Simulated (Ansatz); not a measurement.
Computed with Ansatz (plane waves, PAW, 420 eV cutoff): PBE, scalar-relativistic, no spin polarisation, Γ-centred 8×8×8 mesh, 0.05 eV Gaussian smearing; PAW files: Ansatz's generated set soft_2.

A crystal of composition XSi3, relaxed at this level of theory, gives this pattern between 10° and 80°.

Cu Kα1 powder pattern (kinematic, no thermal factors).
```json
{"2θ (°)": "22.26", "relative intensity": "40"}
{"2θ (°)": "31.69", "relative intensity": "34"}
{"2θ (°)": "39.07", "relative intensity": "100"}
{"2θ (°)": "45.43", "relative intensity": "48"}
{"2θ (°)": "51.15", "relative intensity": "18"}
{"2θ (°)": "56.45", "relative intensity": "13"}
{"2θ (°)": "66.19", "relative intensity": "31"}
{"2θ (°)": "70.79", "relative intensity": "8"}
{"2θ (°)": "75.25", "relative intensity": "6"}
{"2θ (°)": "79.63", "relative intensity": "37"}
```

Task: Which lattice and cell does the pattern come from?

Result: Cubic, space group Pm-3m (No. 221), a = 3.990 Å, b = 3.990 Å, c = 3.990 Å, α = 90.00°, β = 90.00°, γ = 90.00°. The line positions fix the lattice at most, not the space group, and lines under 1 % of the strongest aren't listed; this is the group of the computed cell.

The calculation on XSi3, where X is one element, gave:

```yaml
Band_gap: zero (metallic)
Density_of_states_at_the_Fermi_level: 0.49 states/(eV·atom)
Bader_charges: X 1.37; Si -0.46 e
Formation_energy_from_the_elements_0_K_uncorrected: -0.14 eV/atom
Bulk_modulus_Birch–Murnaghan: 115 GPa
Pressure_derivative_B0′: 4.5
```

Sites: X on 1a, Si on 3c.

Task: Which element is X?
A. Zr
B. Y
C. Nb
D. Mo

Result: A. X is Zr, so the compound is ZrSi3.

The start was a prototype's sites filled with these elements, not a measured cell.
